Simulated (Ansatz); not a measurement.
Fe (bcc (W type)), relaxed and computed with several functionals in Ansatz (plane waves, PAW). Much of their spread follows the volume that each gives.

```
functional  V (Å³/atom)  K_Hill (GPa)
----------  -----------  ------------
PBE+D3(BJ)        11.03             ?
r²SCAN+D4         11.69           176
PBEsol            10.81           226
r²SCAN            11.78           173
LDA               10.41           248
```

Q: Fit a straight line to ln K against ln V and predict the withheld value.

A: Least squares on the 4 shown rows: ln K = -2.98 × ln V + (12.502), with a scatter of 0.8 %. For PBE+D3(BJ) this gives 210. The run itself gave 212, a miss of 0.9 % of that.

Spin orders computed, not proven ground states: Fe, bcc (W type) with PBE+D3(BJ) ferromagnetic; Fe, bcc (W type) with r²SCAN+D4 ferromagnetic; Fe, bcc (W type) with PBEsol ferromagnetic; Fe, bcc (W type) with r²SCAN ferromagnetic; Fe, bcc (W type) with LDA ferromagnetic. All cells were relaxed under the symmetry of their starts (and spin orders); stability against distortions was not tested throughout.

Potentials: the later of the program's two PAW sets.

Ansatz (a program for electronic structure) is a plane-wave DFT program.
